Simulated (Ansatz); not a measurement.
CdF₂ (fluorite, Fm-3m), DFT-LDA in the program Ansatz with PAW potentials. The conduction-band minimum lies at Γ, with 1 equivalent valley. Second derivatives d²E/dk² of the lowest band at one valley (eV·Å²), along Cartesian directions:

```
direction  d²E/dk²
---------  -------
[100]        20.63
[010]        20.63
[001]        20.63
[110]        20.64
[101]        20.64
[011]        20.64
```

### Question
Find the principal effective masses, the density-of-states mass and the conductivity mass.

### Answer
Off-diagonal terms follow from H_xy = H[110] − (H_xx + H_yy)/2, and m*/mₑ = 7.620 eV·Å² over each eigenvalue: 0.37, 0.37, 0.37. One valley's DOS mass (m₁m₂m₃)^(1/3) = 0.37, conductivity mass 3/(Σ 1/mᵢ) = 0.37 mₑ.

### Question
What effective density of states Nc follows at 300 K for parabolic valleys?

### Answer
Nc = 2.509e19 × 1 × (0.37)^(3/2) ≈ 5.6e18 cm⁻³.

### Question
With the computed static dielectric constant 7.96 (mean of the diagonal), estimate a hydrogenic donor's binding energy and radius.

### Answer
E = 13.606 eV × 0.37/7.96² ≈ 79 meV; a = 0.529 Å × ε/m* ≈ 11 Å. Semilocal masses tend to be too small when the gap is underestimated.

Symmetry was held in the LDA relaxation. Spin–orbit coupling is left out wherever it is not named.

Potentials: the earlier of the program's two PAW sets. The files were generated under PBE; for other functionals the program regenerates the frozen cores, and for LDA and PBEsol the local potential too.
